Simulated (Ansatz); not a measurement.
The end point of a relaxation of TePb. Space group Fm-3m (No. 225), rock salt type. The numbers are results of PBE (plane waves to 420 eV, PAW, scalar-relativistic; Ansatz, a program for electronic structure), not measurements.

Space group Fm-3m (No. 225); a = 6.5700 Å, b = 6.5700 Å, c = 6.5700 Å, α = 90.00°, β = 90.00°, γ = 90.00°

```json
[
 {"atom": "Te", "site": "4a", "symmetry": "m-3m", "x": "0.0000", "y": "0.0000", "z": "0.0000"},
 {"atom": "Pb", "site": "4b", "symmetry": "m-3m", "x": "0.5000", "y": "0.5000", "z": "0.5000"}
]
```
(The calculation used a cell of 2 atoms; values per cell refer to that cell.)

Task: Estimate the band gap that PBE returns for this input.

Result: 0.83 eV, direct at L (no spin-orbit coupling).

No spin polarisation in the result. Without spin-orbit coupling the bands of the heavy element are not split, so the gap can be far off.

Measured for TePb: gap 0.19 eV (0 K or low temperature; as listed in arXiv:2302.06325). Computed minus measured — gap: PBE +0.64 eV. The computed values are for a static lattice, and a measured gap can be an optical one, lowered by exciton binding.

The run could not lose the symmetry of its start.

All atoms sit on sites fixed by symmetry, so only the cell could relax.
